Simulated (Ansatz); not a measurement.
## Structures of TeMo2: which is lowest?

Plane-wave DFT in Ansatz with scalar-relativistic PAW potentials, cutoff 420 eV, Γ-centred meshes chosen by cell and gap, Gaussian smearing with energies taken to zero width. Every cell was relaxed (cell and atoms) in a run of its own, within the symmetry of its start. Functional: PBE.

Relaxed structures (starts from databases or built by putting these elements on another compound's sites):
A. Fm-3m, 3 atoms in the computed cell, a = 6.236 Å; sites (symmetry × multiplicity) Te m-3m × 4, Mo -43m × 8; start: built
B. I4_1/amd, 6 atoms in the computed cell, a = 5.219 Å, c = 8.775 Å; sites (symmetry × multiplicity) Te -4m2 × 4, Mo 2mm. × 8; start: built

**Question.** Rank them by energy. Could pressure change the order?

**Answer.**
| structure | group | E − E(lowest) (meV/atom) | V (Å³/atom) | gap on mesh (eV) |
| --- | --- | --- | --- | --- |
| B | I4_1/amd | 0.0 | 19.92 | 0.00 |
| A | Fm-3m | 452 | 20.21 | 0.00 |

B is lowest, 452 meV/atom under A. The lowest is also the densest of these, so pressure wouldn't bring one of the others in at first order. Other structures may lie lower than all of these, and vibrations aren't counted.

Spin-orbit coupling is left out, which matters for the bands of heavy elements.